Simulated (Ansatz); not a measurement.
Consider the following.

InSb (zinc blende)

```
CELL_PARAMETERS angstrom
      0.00000     6.63461     6.63461
      3.31730     0.00000     3.31730
      3.31730     3.31730     0.00000
ATOMIC_POSITIONS crystal
  Sb 0.37500 0.75000 0.75000
  Sb 0.87500 0.75000 0.75000
  In 0.00000 0.00000 0.00000
  In 0.50000 0.00000 0.00000
```

In this cell atom 3 (In, nearest neighbour Sb at 2.873 Å; its periodic images, 4.7 Å or more away, move with it) is moved by s along Cartesian [111], unit vector (0.577, 0.577, 0.577); all other atoms and the cell stay fixed.

Level of theory: PBE (plane waves to 420 eV, PAW, scalar-relativistic; Ansatz, a quantum-chemistry and plane-wave program). k mesh 5×10×10 (Γ-centred), Fermi-Dirac smearing 0.05 eV. The energy includes the smearing's −TS. Left out: 1 of 11 points, with atoms too close for the PAW data. With partly filled bands, energies and forces of such displacements shift with the k mesh and the smearing. At this level the bands of InSb touch or barely overlap; measurements give the solid a gap. InSb was relaxed with its symmetry unable to fall. Spin-orbit coupling is left out, though Sb is heavy. The zero of ΔE is the undisplaced structure.

The scan covers s from -0.688 to 0.860 Å in 10 points.

Q: Is the energy the same for displacements of ±0.688 Å, and if not, which side lies higher?

A: Not even: the negative side lies higher at ±0.688 Å. With its periodic images moving along, the atom's site symmetry in this cell is 3m.

Q: What is the energy change at s = 0.860 Å?

A: 868 meV/cell.

Q: What force acts on the atom along the line at s = -0.688 Å?

A: 12.0 eV/Å.

Q: What is the force constant k = d²E/ds² of this move at s = 0?

A: 5.82 eV/Å².

(For displaced atoms, the force is minus the slope of the energy, and its curvature is a force constant, which sets phonon frequencies.)
